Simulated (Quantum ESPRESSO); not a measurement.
## Calculated data, MgReAg₅Os (simulated cell)

All values are calculated (Quantum ESPRESSO 7.5). Calculation on a made-up metal alloy cell, not a measurement: no spin or spin-orbit, unrelaxed, 2900 K smearing, stress positive in tension, cell energy less fitted offsets; periodic Kohn-Sham density functional theory in plane waves with PseudoDojo standard norm-conserving scalar-relativistic pseudopotentials, each functional with its own files (v0.5 for PBE, v0.4.1 for LDA and PBEsol), eight atoms on drawn sites of a strained close-packed or body-centred lattice, each displaced and held fixed; the energy is the cell's free energy, ions and the entropy term -TS included, at the stated Fermi-Dirac width, less a fixed offset for each atom's element (shifted free energy); compositions with an open d shell lost a parallel starting moment in a cheaper test run, and other magnetic orders were not tried; an error bar is the largest change of its kind in a tighter rerun, never given below 0.002 eV, 0.02 GPa or 0.003 eV/angstrom, and covers cutoff and k-mesh only, not smearing or the files.

Settings shared by all entries: lattice type hexagonal close-packed; functional pbe; cutoff 1143 eV; fermi dirac smearing 0.25 eV; electrons removed 0; run command mpirun -np 4 pw.x -nk 4 -in in; run processor Intel Xeon, older, virtual cores; k mesh 8 x 5 x 3 shifted half a step off Gamma on each axis.

Notes on all entries: heavy elements are run without spin-orbit coupling, which real alloys of them have; a spin test at this wide smearing found no moment, but such smearing suppresses magnetism that the real alloy may have; lattice, volume and sites are drawn at random and may be unstable or far from any real phase; energies are for the whole cell, less offsets fitted to these runs, so they are not formation energies.

(1) 
```cif
# cell vector a (Å): -2.9532 0.0101 0.0457
# cell vector b (Å): 0.0762 0.0661 -4.7937
# cell vector c (Å): 0.0348 -10.2712 0.1372
data_MgReAg5Os
_symmetry_space_group_name_H-M 'P 1'
_symmetry_Int_Tables_number 1
_cell_length_a 2.9536
_cell_length_b 4.7948
_cell_length_c 10.2722
_cell_angle_alpha 91.552
_cell_angle_beta 90.378
_cell_angle_gamma 91.794
_cell_volume 145.34
loop_
_atom_site_label
_atom_site_type_symbol
_atom_site_fract_x
_atom_site_fract_y
_atom_site_fract_z
_atom_site_occupancy
Os1 Os 0.01186 0.98594 0.99688 1
Re1 Re 0.00514 0.99867 0.49914 1
Ag1 Ag 0.98766 0.48769 0.33586 1
Ag2 Ag 0.99335 0.50743 0.83063 1
Ag3 Ag 0.50216 0.01398 0.24481 1
Ag4 Ag 0.47855 0.00834 0.74202 1
Ag5 Ag 0.48509 0.49508 0.08176 1
Mg1 Mg 0.51008 0.50162 0.59047 1
_calc_stress_zz ?
```

Atoms:
```csv
atoms element,atom site,atom energy offset (eV)
Os,1,-2753.07
Re,2,-2361.34
Ag,3,-4218.03
Ag,4,-4218.03
Ag,5,-4218.03
Ag,6,-4218.03
Ag,7,-4218.03
Mg,8,-1616.19
```

Notes: error bars: energy 0.002 eV, stress 0.074 GPa, force 0.011 eV/Å, from a tighter rerun of a related cell, whose elements or sites may differ; 15 SCF iterations, 379 s of wall time on a shared machine.

(2) 
```cif
# cell vector a (Å): -2.9532 0.0101 0.0457
# cell vector b (Å): 0.0762 0.0661 -4.7937
# cell vector c (Å): 0.0348 -10.2712 0.1372
data_MgReAg5Os
_symmetry_space_group_name_H-M 'P 1'
_symmetry_Int_Tables_number 1
_cell_length_a 2.9536
_cell_length_b 4.7948
_cell_length_c 10.2722
_cell_angle_alpha 91.552
_cell_angle_beta 90.378
_cell_angle_gamma 91.794
_cell_volume 145.34
loop_
_atom_site_label
_atom_site_type_symbol
_atom_site_fract_x
_atom_site_fract_y
_atom_site_fract_z
_atom_site_occupancy
Ag1 Ag 0.01186 0.98594 0.99688 1
Re1 Re 0.00514 0.99867 0.49914 1
Ag2 Ag 0.98766 0.48769 0.33586 1
Os1 Os 0.99335 0.50743 0.83063 1
Ag3 Ag 0.50216 0.01398 0.24481 1
Ag4 Ag 0.47855 0.00834 0.74202 1
Ag5 Ag 0.48509 0.49508 0.08176 1
Mg1 Mg 0.51008 0.50162 0.59047 1
_calc_stress_yy ?
_calc_shifted_free_energy ?
```

Atoms:
```csv
atoms element,atom site,atom energy offset (eV)
Ag,1,-4218.03
Re,2,-2361.34
Ag,3,-4218.03
Os,4,-2753.07
Ag,5,-4218.03
Ag,6,-4218.03
Ag,7,-4218.03
Mg,8,-1616.19
```

Notes: error bars: energy 0.002 eV, stress 0.074 GPa, force 0.011 eV/Å, from a tighter rerun of this cell; 16 SCF iterations, 419 s of wall time on a shared machine.

Question: MgReAg₅Os (simulated cell) (entry 1): stress zz?
Answer: 4.41 GPa

Question: What stress yy does the calculation give for MgReAg₅Os (simulated cell) (entry 2)?
Answer: 6.01 GPa

Question: Give the missing shifted free energy for MgReAg₅Os (simulated cell) (entry 2).
Answer: 1.971 eV

Question: Give the table of forces values for MgReAg₅Os (simulated cell) (entry 2).
Answer: 
Forces:
```csv
site,x (eV/Å),y (eV/Å),z (eV/Å)
1,0.141,0.336,-0.276
2,0.072,0.502,0.026
3,-0.125,-0.291,-0.497
4,-0.026,-0.154,0.196
5,0.074,-0.5,0.547
6,-0.113,-0.339,0.055
7,-0.089,0.357,-0.021
8,0.066,0.089,-0.03
```

Further results for MgReAg₅Os (simulated cell) (entry 1):

* entropy term negative ts: -1.342 eV
* pressure: -8.27 GPa
* stress xx: 14.24 GPa
* stress yy: 6.15 GPa
* stress yz: -0.8 GPa
* stress xz: -1.04 GPa
* stress xy: -0.58 GPa
* shifted free energy: 1.939 eV

Forces:
```csv
site,x (eV/Å),y (eV/Å),z (eV/Å)
1,0.162,-0.04,-0.327
2,0.076,0.328,-0.016
3,-0.125,-0.365,-0.478
4,-0.016,-0.48,0.186
5,0.07,-0.072,0.601
6,-0.117,-0.392,0.097
7,-0.092,0.393,-0.044
8,0.043,0.628,-0.018
```

Further results for MgReAg₅Os (simulated cell) (entry 2):

* entropy term negative ts: -1.442 eV
* pressure: -7.75 GPa
* stress xx: 13.63 GPa
* stress zz: 3.6 GPa
* stress yz: -0.78 GPa
* stress xz: -1.01 GPa
* stress xy: -0.61 GPa
